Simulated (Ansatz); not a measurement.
ZnO:
```cif
data_O2Zn2
_chemical_formula_sum 'Zn2 O2'
_space_group_name_H-M_alt 'P63/mmc'
_space_group_IT_number 194
_space_group_name_Hall '-P 6c 2c'
_cell_length_a 3.20276
_cell_length_b 3.20276
_cell_length_c 5.84714
_cell_angle_alpha 90.000
_cell_angle_beta 90.000
_cell_angle_gamma 120.000
loop_
_atom_site_label
_atom_site_type_symbol
_atom_site_symmetry_multiplicity
_atom_site_Wyckoff_symbol
_atom_site_fract_x
_atom_site_fract_y
_atom_site_fract_z
_atom_site_occupancy
Zn1 Zn 2 b 0.00000 0.00000 0.25000 1
O1 O 2 c 0.33333 0.66667 0.25000 1
```

This is the LDA-relaxed structure.

**Question.** All from LDA (plane waves, PAW; program Ansatz), unless another level is named. Predict the highest zone-centre frequency (without LO–TO term).

**Answer.** 557 cm⁻¹.

**Question.** What about the bulk modulus (Birch–Murnaghan fit)?

**Answer.** 31.7 GPa.

Space group P6_3/mmc. The workflow started from a Materials Project entry (that database holds measured and hypothetical structures alike); the Crystallography Open Database copy checked does not list it. It is not the phase usual at ambient conditions (space group No. 186). The cell was relaxed with LDA under the symmetry of its start; phonons show weakly imaginary modes. A crystal of weakly bound layers computed without a dispersion correction: the cell and the soft elastic constants depend strongly on that.

Potentials: the later of the program's two PAW sets.
